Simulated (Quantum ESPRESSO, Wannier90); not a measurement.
**Wannier functions of TlBr (rock salt)**

```
TlBr
1.0
    0.00000     3.34204     3.34204
    3.34204     0.00000     3.34204
    3.34204     3.34204     0.00000
Tl Br
1 1
Direct
  0.00000   0.00000   0.00000
  0.50000   0.50000   0.50000
```

Cell from Materials Project (mp-568560), symmetrised, no further relaxation. Not found in the COD (Crystallography Open Database) copy used, which has the formula in other groups; not checked further. Method: PBEsol plane waves in Quantum ESPRESSO 7.5 (PseudoDojo norm-conserving files, 50 Ry, no spin polarisation, no spin-orbit coupling), Bloch states on a 8×8×8 mesh through Γ, Wannier90 4.0.1. Density: 8×8×8 mesh, cold smearing 0.01 Ry. Spin-orbit coupling is left out although heavy elements are present.

Base run: 8 functions from bands 1,7-20 of the 20 computed, start hydrogen-like Tl: s;p; Br: s;p, frozen window up to 3.55 eV relative to the valence-band maximum, outer window open. Bands 2–6 (Tl 5d 100 %) lie between the kept ones and are excluded. One setting was then changed (edges relative to the valence-band maximum; misfit to pw.x on a path, for states up to 3.1 eV relative to the valence-band maximum).

| run | Ω_I (Å²) | rms misfit (meV) | worst (meV) |
|---|---|---|---|
| base | 12.18 | 2.1 | 24 |
| changed | 10.60 | 176 | 746 |

Problem. Which change was made?
A. outer window to 6.43 eV
B. no frozen window
C. frozen window to 2.55 eV
D. frozen window to 5.55 eV
E. outer window to 11.13 eV

Solution. B, no frozen window. The others give:

```csv
run,Ω_I (Å²),rms misfit (meV),worst (meV)
frozen window to 5.55 eV,16.17,1.9,22
frozen window to 2.55 eV,11.65,24,218
outer window to 11.13 eV,13.38,1.8,24
outer window to 6.43 eV,16.23,1.9,21
```
